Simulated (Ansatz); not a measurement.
**WC-type HfC**

Computed with Ansatz (plane waves, PAW, 420 eV cutoff): PBEsol, scalar-relativistic, no spin polarisation, Γ-centred 12×12×10 mesh, 0.05 eV Gaussian smearing; PAW files: Ansatz's generated set soft_2.

```cif
data_structure
_symmetry_space_group_name_H-M 'P-6m2'
_symmetry_Int_Tables_number 187
_cell_length_a 3.2043
_cell_length_b 3.2043
_cell_length_c 2.8839
_cell_angle_alpha 90.000
_cell_angle_beta 90.000
_cell_angle_gamma 120.000
_cell_volume 25.64
loop_
_atom_site_label
_atom_site_type_symbol
_atom_site_symmetry_multiplicity
_atom_site_Wyckoff_symbol
_atom_site_fract_x
_atom_site_fract_y
_atom_site_fract_z
_atom_site_occupancy
Hf1 Hf 1 a 0.00000 0.00000 0.00000 1
C1 C 1 f 0.66667 0.33333 0.50000 1
```

The start was a prototype's sites filled with these elements, not a measured cell.

Problem. Which orbitals carry the states at the Fermi level, and how many states are there?

Solution. The filled and empty bands only just touch, so this is a zero-gap or semimetallic case rather than a good metal. Within 0.1 eV of it: C 2p 64 %, Hf 5d 34 % (shares among the projected shells). The density of states at the Fermi level is about 0.11 states/eV per cell, averaged over 0.3 eV.

Density of states (tetrahedra, averaged over 0.5 eV; states/eV per cell of 2 atoms; energy in eV from the Fermi level; projections on Löwdin-orthogonalised atomic orbitals, summed over sites):

```
    E  total  Hf 5d  C 2p  Hf 6s  C 2s  Hf 5p
-6.10   0.01   0.00  0.00   0.00  0.00   0.00
-5.60   0.04   0.01  0.02   0.01  0.00   0.00
-5.10   0.09   0.03  0.04   0.01  0.00   0.00
-4.60   0.75   0.26  0.37   0.06  0.03   0.01
-4.10   1.85   0.74  0.90   0.11  0.04   0.03
-3.60   0.84   0.34  0.41   0.04  0.03   0.01
-3.10   0.67   0.27  0.34   0.02  0.03   0.01
-2.60   0.82   0.31  0.44   0.03  0.02   0.01
-2.10   1.07   0.38  0.60   0.03  0.03   0.02
-1.60   1.47   0.55  0.82   0.04  0.02   0.03
-1.10   2.42   0.94  1.36   0.04  0.03   0.03
-0.60   1.65   0.63  0.95   0.02  0.01   0.02
-0.10   0.34   0.12  0.21   0.00  0.00   0.00
 0.40   0.54   0.29  0.23   0.01  0.00   0.00
 0.90   1.51   1.12  0.27   0.06  0.01   0.01
 1.40   1.54   1.16  0.24   0.04  0.02   0.01
 1.90   0.32   0.23  0.07   0.01  0.00   0.00
 2.40   0.14   0.12  0.01   0.00  0.00   0.00
 2.90   0.17   0.17  0.00   0.00  0.00   0.00
 3.40   0.26   0.24  0.01   0.00  0.00   0.00
 3.90   0.50   0.42  0.05   0.01  0.01   0.00
 4.40   0.81   0.63  0.11   0.02  0.02   0.00
 4.90   0.95   0.72  0.15   0.02  0.03   0.00
 5.40   1.65   1.14  0.31   0.04  0.08   0.00
 5.90   1.85   1.27  0.29   0.05  0.14   0.00
```

For elements this heavy, spin–orbit coupling would shift levels and gaps; it isn't included here. A displaced or strained copy of the relaxed cell lay 1.2 meV/atom lower, so the structure isn't a true minimum at this level, unless the mesh, which matters in a metal, makes it so.
